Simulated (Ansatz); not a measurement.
Profile along the Zr–O line in BaZrO3 (cubic perovskite)

BaZrO$_{3}$ (cubic perovskite)

```
BaZrO3
1.0
    4.20507     0.00000     0.00000
    0.00000     4.20507     0.00000
    0.00000     0.00000     4.20507
Ba Zr O
1 1 3
Direct
  0.00000   0.00000   0.00000
  0.50000   0.50000   0.50000
  0.50000   0.00000   0.50000
  0.00000   0.50000   0.50000
  0.50000   0.50000   0.00000
```

Fields along a shortest Zr–O line of a {100} plane (2.10 Å), from Zr to O, interpolated on the slice's grid (step about 0.2 Å). Method: r2SCAN (plane waves to 500 eV, PAW, scalar-relativistic; Ansatz, a quantum-chemistry and plane-wave program). k mesh 8×8×8. These are valence fields of a PAW run, semicore shells included where kept as valence: close to a nucleus they are smooth pseudo fields. BaZrO3 is run without spin polarisation. BaZrO3 was relaxed with its symmetry unable to fall.

| distance from Zr (Å) | valence electron density (e/Å³) | electron localisation function |
|---|---|---|
| 0.00 | 2.54 | x |
| 0.21 | 3.45 | x |
| 0.42 | 4.09 | 0.70 |
| 0.63 | 2.85 | 0.81 |
| 0.84 | 1.29 | 0.54 |
| 1.05 | 0.66 | 0.20 |
| 1.26 | 0.84 | 0.52 |
| 1.47 | 1.85 | 0.82 |
| 1.68 | 4.30 | 0.77 |
| 1.89 | 6.81 | x |
| 2.10 | 7.58 | x |

x: too close to a nucleus for the ELF to mean much.

Density on the Zr–O line (2.10 Å) at its density minimum, 1.1 Å from Zr: 0.64 e/Å³. ELF at that point: 0.2.
